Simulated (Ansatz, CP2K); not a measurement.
Given: the input of a run of Ansatz 0.2.0 on SiSe. The cell comes from a database or a generator and needn't be the stable form of this composition.

Contents of input.yaml:

```yaml
crystal:
  lattice:
    - [3.5952, 0.0, 0.0]
    - [-1.7976, 3.11353, 0.0]
    - [0.0, 0.0, 3.59873]
  atoms:
    - { symbol: Si, position: [0.66667, 0.33333, 0.5] }
    - { symbol: Se, position: [0.0, 0.0, 0.0] }
hamiltonian:
  xc: pbe
  pseudopotentials: { kind: paw, azcp: { folder: soft_1 } }
kpoints:
  mp_grid: { grid: [9, 9, 7] }
scf:
  occupations: { method: fermi_dirac, width: 0.05 }
output:
  forces: true
  stress: true
  eigenvalues: true
```

Potentials or basis: Ansatz PAW soft_1.

The run is started by

```console
$ ansatz run input.yaml --threads 1 --pin off --max-ram 3584MiB --backend cpu --events-out ev --progress --plain --runs-dir out
```

What does the same run look like in CP2K 2026.2? Potentials or basis there: POTENTIAL_UZH Si GTH-PBE-q4, Se GTH-PBE-q6; TZVP-MOLOPT-PBE-GTH basis.

As run (cutoffs and basis follow the program's own potentials, and thresholds, step limits or extra output files can differ):

The input sise_scf.inp:

```
&GLOBAL
  PROJECT sise_scf
  RUN_TYPE ENERGY_FORCE
  PRINT_LEVEL LOW
&END GLOBAL
&FORCE_EVAL
  METHOD QS
  STRESS_TENSOR ANALYTICAL
  &DFT
    BASIS_SET_FILE_NAME BASIS_MOLOPT_UZH
    POTENTIAL_FILE_NAME POTENTIAL_UZH
    &MGRID
      CUTOFF 450
      REL_CUTOFF 60
      NGRIDS 5
    &END MGRID
    &QS
      METHOD GPW
      EPS_DEFAULT 1.0E-10
    &END QS
    &KPOINTS
      SCHEME MONKHORST-PACK 9 9 7
      GAMMA_CENTERED T
      SYMMETRY T
      SYMMETRY_BACKEND SPGLIB
    &END KPOINTS
    &SCF
      SCF_GUESS ATOMIC
      EPS_SCF 1.0E-6
      MAX_SCF 100
      ADDED_MOS 10
      CHOLESKY OFF
      EPS_EIGVAL 1.0E-7
      &DIAGONALIZATION ON
        ALGORITHM STANDARD
      &END DIAGONALIZATION
      &MIXING ON
        METHOD BROYDEN_MIXING
        ALPHA 0.4
        BETA 1.5
        NBUFFER 8
      &END MIXING
      &SMEAR ON
        METHOD FERMI_DIRAC
        ELECTRONIC_TEMPERATURE 580.23
      &END SMEAR
    &END SCF
    &XC
      &XC_FUNCTIONAL
        &GGA_X_PBE
        &END GGA_X_PBE
        &GGA_C_PBE
        &END GGA_C_PBE
      &END XC_FUNCTIONAL
    &END XC
    &PRINT
      &KPOINTS ON
      &END KPOINTS
      &MULLIKEN ON
      &END MULLIKEN
      &MO ON
        ENERGIES T
        OCCUPATION_NUMBERS T
        &EACH
          QS_SCF 0
        &END EACH
        ADD_LAST NUMERIC
      &END MO
      &LOWDIN ON
      &END LOWDIN
      &HIRSHFELD ON
        SHAPE_FUNCTION DENSITY
      &END HIRSHFELD
      &E_DENSITY_CUBE ON
        STRIDE 1
      &END E_DENSITY_CUBE
      &V_HARTREE_CUBE ON
        STRIDE 1
      &END V_HARTREE_CUBE
      &ELF_CUBE ON
        STRIDE 1
      &END ELF_CUBE
    &END PRINT
  &END DFT
  &SUBSYS
    &CELL
      A 3.5952000000 0.0000000000 0.0000000000
      B -1.7976000000 3.1135300000 0.0000000000
      C 0.0000000000 0.0000000000 3.5987300000
      PERIODIC XYZ
    &END CELL
    &COORD
      Si  1.7976179760 1.0378329549 1.7993650000
      Se  0.0000000000 0.0000000000 0.0000000000
    &END COORD
    &KIND Si
      BASIS_SET TZVP-MOLOPT-PBE-GTH-q4
      POTENTIAL GTH-PBE-q4
    &END KIND
    &KIND Se
      BASIS_SET TZVP-MOLOPT-PBE-GTH-q6
      POTENTIAL GTH-PBE-q6
    &END KIND
    &PRINT
      &ATOMIC_COORDINATES ON
      &END ATOMIC_COORDINATES
      &CELL ON
      &END CELL
    &END PRINT
  &END SUBSYS
  &PRINT
    &FORCES ON
    &END FORCES
    &STRESS_TENSOR ON
    &END STRESS_TENSOR
  &END PRINT
&END FORCE_EVAL
```

Potentials or basis: POTENTIAL_UZH Si GTH-PBE-q4, Se GTH-PBE-q6; TZVP-MOLOPT-PBE-GTH basis.

Command:

```sh
$ OMP_NUM_THREADS=1 cp2k.psmp -i sise_scf.inp -o sise_scf.out
```

Both were run:

|  | Ansatz | CP2K |
| --- | --- | --- |
| Pressure | 0.3 GPa | 0.8 GPa |

Ansatz's pressure holds a Pulay term of +0.01 GPa for its cutoff of 420 eV, which the other run lacks.

The potentials hold 20 and 10 valence electrons a cell.

Where Ansatz's input types no cutoff or centring, it takes its own default and a Γ-centred mesh.

Pressure is positive in compression.
